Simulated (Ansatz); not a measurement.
## Ordered cells of (Al,La)N on the wurtzite lattice

Small ordered supercells, each relaxed with r2SCAN in Ansatz; x is the share of La. They stand for particular orderings, not for the random alloy. Computed values alone, no measurements; non-magnetic cells, some hypothetical.

LaAl3N4 (Pm, 8 atoms, coordination lost):
```cif
data_structure
_symmetry_space_group_name_H-M 'Pm'
_symmetry_Int_Tables_number 6
_cell_length_a 5.3430
_cell_length_b 3.2752
_cell_length_c 5.8876
_cell_angle_alpha 90.000
_cell_angle_beta 92.118
_cell_angle_gamma 90.000
_cell_volume 102.96
loop_
_atom_site_label
_atom_site_type_symbol
_atom_site_symmetry_multiplicity
_atom_site_Wyckoff_symbol
_atom_site_fract_x
_atom_site_fract_y
_atom_site_fract_z
_atom_site_occupancy
Al1 Al 1 a 0.99914 0.00000 0.32127 1
Al2 Al 1 b 0.99070 0.50000 0.85069 1
Al3 Al 1 b 0.51630 0.50000 0.16210 1
La1 La 1 a 0.50579 0.00000 0.65577 1
N1 N 1 a 0.64817 0.00000 0.28395 1
N2 N 1 b 0.65016 0.50000 0.88256 1
N3 N 1 b 0.14446 0.50000 0.17558 1
N4 N 1 a 0.04527 0.00000 0.66808 1
```

LaAl3N4 (Cm, 8 atoms, coordination lost):
```cif
data_structure
_symmetry_space_group_name_H-M 'Cm'
_symmetry_Int_Tables_number 8
_cell_length_a 12.2303
_cell_length_b 3.2970
_cell_length_c 5.4564
_cell_angle_alpha 90.000
_cell_angle_beta 102.238
_cell_angle_gamma 90.000
_cell_volume 215.02
loop_
_atom_site_label
_atom_site_type_symbol
_atom_site_symmetry_multiplicity
_atom_site_Wyckoff_symbol
_atom_site_fract_x
_atom_site_fract_y
_atom_site_fract_z
_atom_site_occupancy
Al1 Al 2 a 0.48039 0.50000 0.29554 1
Al2 Al 2 a 0.33906 0.00000 0.03046 1
N1 N 2 a 0.31955 0.50000 0.17055 1
N2 N 2 a 0.04934 0.00000 0.63862 1
Al3 Al 2 a 0.49700 0.00000 0.77499 1
La1 La 2 a 0.21814 0.50000 0.50361 1
N3 N 2 a 0.33821 0.00000 0.69694 1
N4 N 2 a 0.00831 0.50000 0.13930 1
```

La3AlN4 (P3m1, 8 atoms):
```cif
data_structure
_symmetry_space_group_name_H-M 'P3m1'
_symmetry_Int_Tables_number 156
_cell_length_a 3.8363
_cell_length_b 3.8363
_cell_length_c 12.1245
_cell_angle_alpha 90.000
_cell_angle_beta 90.000
_cell_angle_gamma 120.000
_cell_volume 154.53
loop_
_atom_site_label
_atom_site_type_symbol
_atom_site_symmetry_multiplicity
_atom_site_Wyckoff_symbol
_atom_site_fract_x
_atom_site_fract_y
_atom_site_fract_z
_atom_site_occupancy
Al1 Al 1 b 0.33333 0.66667 0.00934 1
La1 La 1 b 0.33333 0.66667 0.49400 1
La2 La 1 c 0.66667 0.33333 0.21810 1
La3 La 1 c 0.66667 0.33333 0.76880 1
N1 N 1 b 0.33333 0.66667 0.15952 1
N2 N 1 b 0.33333 0.66667 0.69952 1
N3 N 1 c 0.66667 0.33333 0.42548 1
N4 N 1 c 0.66667 0.33333 0.97525 1
```

La3AlN4 (Pm, 8 atoms, coordination lost):
```cif
data_structure
_symmetry_space_group_name_H-M 'Pm'
_symmetry_Int_Tables_number 6
_cell_length_a 5.7674
_cell_length_b 3.7503
_cell_length_c 6.8758
_cell_angle_alpha 90.000
_cell_angle_beta 91.501
_cell_angle_gamma 90.000
_cell_volume 148.67
loop_
_atom_site_label
_atom_site_type_symbol
_atom_site_symmetry_multiplicity
_atom_site_Wyckoff_symbol
_atom_site_fract_x
_atom_site_fract_y
_atom_site_fract_z
_atom_site_occupancy
Al1 Al 1 a 0.00325 0.00000 0.35387 1
La1 La 1 b 0.01069 0.50000 0.84052 1
La2 La 1 b 0.52921 0.50000 0.16803 1
La3 La 1 a 0.50884 0.00000 0.62930 1
N1 N 1 a 0.68063 0.00000 0.32243 1
N2 N 1 b 0.59302 0.50000 0.82312 1
N3 N 1 b 0.10275 0.50000 0.22882 1
N4 N 1 a 0.07161 0.00000 0.63389 1
```

La3AlN4 (Cm, 8 atoms, coordination lost):
```cif
data_structure
_symmetry_space_group_name_H-M 'Cm'
_symmetry_Int_Tables_number 8
_cell_length_a 12.9041
_cell_length_b 3.7796
_cell_length_c 6.4294
_cell_angle_alpha 90.000
_cell_angle_beta 112.903
_cell_angle_gamma 90.000
_cell_volume 288.85
loop_
_atom_site_label
_atom_site_type_symbol
_atom_site_symmetry_multiplicity
_atom_site_Wyckoff_symbol
_atom_site_fract_x
_atom_site_fract_y
_atom_site_fract_z
_atom_site_occupancy
Al1 Al 2 a 0.51489 0.50000 0.68493 1
La1 La 2 a 0.71273 0.00000 0.00722 1
N1 N 2 a 0.67303 0.50000 0.78078 1
N2 N 2 a 0.91885 0.00000 0.37453 1
La2 La 2 a 0.98748 0.50000 0.21879 1
La3 La 2 a 0.78030 0.50000 0.53519 1
N3 N 2 a 0.67384 0.00000 0.33914 1
N4 N 2 a 0.98887 0.50000 0.80942 1
```

d is direct, i indirect.

| cell | x | volume (Å³/atom) | gap, PBE (eV) | gap, r2SCAN (eV) | gap, HSE06 (eV) |
| --- | --- | --- | --- | --- | --- |
| LaAl3N4 (Pm, 8 atoms, coordination lost) | 0.250 | 12.87 | 1.14 i (E → Γ) | 1.55 i (E → Γ) | 2.27 i (E → Γ) |
| LaAl3N4 (Cm, 8 atoms, coordination lost) | 0.250 | 13.44 | 2.03 i (C₂–Y₂ (0.10) → Γ) | 2.42 i (C₂–Y₂ (0.14) → Γ) | 3.24 i (C₂–Y₂ (0.14) → Γ) |
| La3AlN4 (P3m1, 8 atoms) | 0.750 | 19.32 | 0.40 i (M → Γ) | 0.65 i (M → Γ) | 1.26 i (M → Γ) |
| La3AlN4 (Pm, 8 atoms, coordination lost) | 0.750 | 18.58 | 0.74 i (D → Γ) | 1.04 i (D → Γ) | 1.68 i (D → Γ) |
| La3AlN4 (Cm, 8 atoms, coordination lost) | 0.750 | 18.05 | 0.56 i (D₂–A (0.10) → Γ) | 0.85 i (D₂–A (0.08) → Γ) | 1.44 i (D₂–A (0.08) → Γ) |

Task: Which of the orderings at x = 0.250 has the lowest r2SCAN energy?

Result: LaAl3N4 (Cm, 8 atoms, coordination lost); above it LaAl3N4 (Pm, 8 atoms, coordination lost) by 64 meV an atom.

Task: Which of the orderings at x = 0.750 has the lowest r2SCAN energy?

Result: La3AlN4 (Cm, 8 atoms, coordination lost); above it La3AlN4 (Pm, 8 atoms, coordination lost) by 10, La3AlN4 (P3m1, 8 atoms) by 84 meV an atom.

Spin-orbit coupling is left out.

Where an edge lies off the special points, it is a point of the mesh or the k point where a search put PBE's edge or least direct gap, reused for the other functionals, whose own edges may lie a little apart.

The meshes of the hybrids are coarse, so their gaps aren't converged to the digits shown.
